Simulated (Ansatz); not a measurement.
ScPt, DFT, LDA, all-electron LAPW, scalar-relativistic (Ansatz 0.2.0), run on 1 thread of Intel(R) Xeon(R) 6975P-C (Granite Rapids) on a shared host.

The geometry is COD entry 1537628, unchecked; take it as a test cell. The listed cell was then made from it by scaling, straining or moving an atom.

Command: `ansatz run input.yaml --threads 1 --pin off --max-ram 3072MiB --backend cpu --events-out ev --progress --plain --runs-dir out`

```yaml
crystal:
  lattice:
    - [3.2046, 0.0, 0.0]
    - [0.0, 3.2046, 0.0]
    - [0.0, 0.0, 3.27]
  atoms:
    - { symbol: Sc, position: [0.5, 0.5, 0.5] }
    - { symbol: Pt, position: [0.0, 0.0, 0.0] }
kpoints:
  mp_grid: { grid: [10, 10, 10] }
  band_path:
    path:
      - [0.0, 0.0, 0.0]
      - [0.0, 0.5, 0.0]
      - [0.5, 0.5, 0.0]
      - [0.0, 0.0, 0.0]
      - [0.0, 0.0, 0.5]
      - [0.0, 0.5, 0.5]
      - [0.5, 0.5, 0.5]
      - [0.0, 0.0, 0.5]
      - [0.0, 0.5, 0.0]
    npoints: 5
scf:
  occupations: { method: fermi_dirac, width: 0.05 }
hamiltonian:
  xc: lda
  pseudopotentials: { kind: all_electron, lapw: { basis_error: 0.00025 } }
output:
  forces: true
  stress: true
  eigenvalues: true
```

Question: How large is the problem that the program sets up?

Answer: 126 irreducible k-points, 365 plane waves at Γ, 36 bands.

Question: About how long does it take, and how much memory does it use?

Answer: 28 s of wall time for 10 SCF iterations, with a peak of 0.67 GiB. Times on shared machines scatter by tens of per cent.
